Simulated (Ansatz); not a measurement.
**How KLuS2 answers to pressure**

```yaml
crystal:
  lattice:
    - [1.97450, 1.13998, 7.29033]
    - [-1.97450, 1.13998, 7.29033]
    - [0.00000, -2.27996, 7.29033]
  atoms:
    - { symbol: K, position: [0.00000, 0.00000, 0.00000] }
    - { symbol: Lu, position: [0.50000, 0.50000, 0.50000] }
    - { symbol: S, position: [0.23369, 0.23369, 0.23369] }
    - { symbol: S, position: [0.76631, 0.76631, 0.76631] }
```

The cell comes from COD entry 2105802, which wasn't checked; take it as a given geometry.

Spin–orbit coupling is left out, though it moves levels of the heavy atoms by tenths of an eV or more.

Computed with DFT, LDA, all-electron LAPW, scalar-relativistic (Ansatz 0.2.0).

The runs use a Γ-centred 7×7×7 k mesh, Fermi–Dirac smearing of 0.01 eV, basis error target 1 meV/atom, no spin polarisation.

The cell is scaled evenly with fractional coordinates held. Semilocal gaps are too small, but their slopes usually carry over better; a slope of a few tenths of an eV per unit of ln V is near zero and can change sign within a few per cent of volume.

```json
{"V/V(cell)": "0.9400", "P (GPa)": "-0.29", "gap on the k mesh (eV)": "1.972"}
{"V/V(cell)": "0.9600", "P (GPa)": "-1.61", "gap on the k mesh (eV)": "2.026"}
{"V/V(cell)": "0.9800", "P (GPa)": "-2.79", "gap on the k mesh (eV)": "2.075"}
{"V/V(cell)": "0.9900", "P (GPa)": "-3.33", "gap on the k mesh (eV)": "2.098"}
{"V/V(cell)": "1.0000", "P (GPa)": "-3.84", "gap on the k mesh (eV)": "2.119"}
{"V/V(cell)": "1.0100", "P (GPa)": "-4.33", "gap on the k mesh (eV)": "2.140"}
{"V/V(cell)": "1.0200", "P (GPa)": "-4.79", "gap on the k mesh (eV)": "2.160"}
{"V/V(cell)": "1.0400", "P (GPa)": "-5.64", "gap on the k mesh (eV)": "2.197"}
```

Q: From the rows at 0.9900 and 1.0100, what is the bulk modulus at the cell's volume?

A: B = −ΔP/Δln V = −[(-4.33) − (-3.33)]/0.02000 = 50.0 GPa. This is the modulus at -3.84 GPa, not at zero pressure.

Q: What are the gap's volume deformation potential and pressure coefficient?

A: dEg/dln V = (2.140 − 2.098)/0.02000 = 2.10 eV, and dEg/dP = −(dEg/dln V)/B = -42 meV/GPa: pressure narrows the gap.

Q: Predict the row at V/V(cell) = 1.0600. How far is a linear estimate of P off?

A: P = -6.40 GPa, gap 2.231 eV. The linear estimate P(cell) − B ln(V/V(cell)) = -6.75 GPa misses by 0.35 GPa, since the modulus falls on expansion.
